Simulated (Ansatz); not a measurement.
**Structures of Pb$_{3}$F$_{2}$: which is lowest?**

Plane-wave DFT in Ansatz with scalar-relativistic PAW potentials, cutoff 420 eV, Γ-centred meshes chosen by cell and gap, Gaussian smearing with energies taken to zero width. Every cell was relaxed (cell and atoms) in a run of its own, within the symmetry of its start. Functional: PBE.

Relaxed structures (starts from databases or built by putting these elements on another compound's sites):
A. R-3m, 5 atoms in the computed cell, a = 3.799 Å, c = 34.733 Å; sites (symmetry × multiplicity) Pb -3m × 3 + 3m × 6, F 3m × 6; start: built
B. P-3m1, 5 atoms in the computed cell, a = 3.991 Å, c = 9.133 Å; sites (symmetry × multiplicity) Pb -3m. × 1 + 3m. × 2, F 3m. × 2; start: built

Problem. Rank them by energy. Could pressure change the order?

Solution.
```tsv
structure	group	E − E(lowest) (meV/atom)	V (Å³/atom)	gap on mesh (eV)
A	R-3m	0.0	28.93	0.00
B	P-3m1	87	25.20	0.00
```

A is lowest, 87 meV/atom under B. B is denser by 3.74 Å³/atom, so pressure favours it: ΔE/ΔV, with ΔE in eV and 1 eV/Å³ = 160.2 GPa, gives about 3.7 GPa for equal enthalpy if both cells were rigid, a rough figure since the two compress differently. Other structures may lie lower than all of these, and vibrations aren't counted.

Spin-orbit coupling is left out, which matters for the bands of heavy elements. For Tl, Pb and Bi spin-orbit coupling shifts energies too.